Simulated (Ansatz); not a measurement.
Consider the following.

Be4H:
```
CELL_PARAMETERS angstrom
      2.18197     0.00000     0.00000
     -1.09099     1.88964     0.00000
      0.00000     0.00000     8.38567
ATOMIC_POSITIONS crystal
  Be 0.33333 0.66667 0.67270
  Be 0.66667 0.33333 0.89266
  Be 0.33333 0.66667 0.10734
  Be 0.66667 0.33333 0.32730
  H  0.00000 0.00000 0.50000
```

This is the LDA-relaxed structure.

### Question
All from the program Ansatz at the LDA level (PAW), unless another level is named. Estimate the electronic character.

### Answer
metallic (no gap).

### Question
What about the formation energy from the elements (no fitted shifts)?

### Answer
0.22 eV/atom.

### Question
Give the density of states at the Fermi level.

### Answer
0.27 states/eV per atom (mean over ±0.08 eV).

Space group P-3m1. The start of the workflow was typed in or built on a structure type; neither database checked (COD, Materials Project) lists it. Its standing as an ambient phase is unchecked. The cell was relaxed with LDA under the symmetry of its start. At this level the phase is dynamically unstable (imaginary phonons). Its formation energy is positive at this level, so the cell may be metastable or incomplete. A crystal of weakly bound units computed without a dispersion correction: the cell and the soft elastic constants depend strongly on that. The references are the lowest solids computed at this level, not always the standard phases (solids in place of the gases).

Potentials: the earlier of the program's two PAW sets. The files were generated under PBE; for other functionals the program regenerates the frozen cores, and for LDA and PBEsol the local potential too.
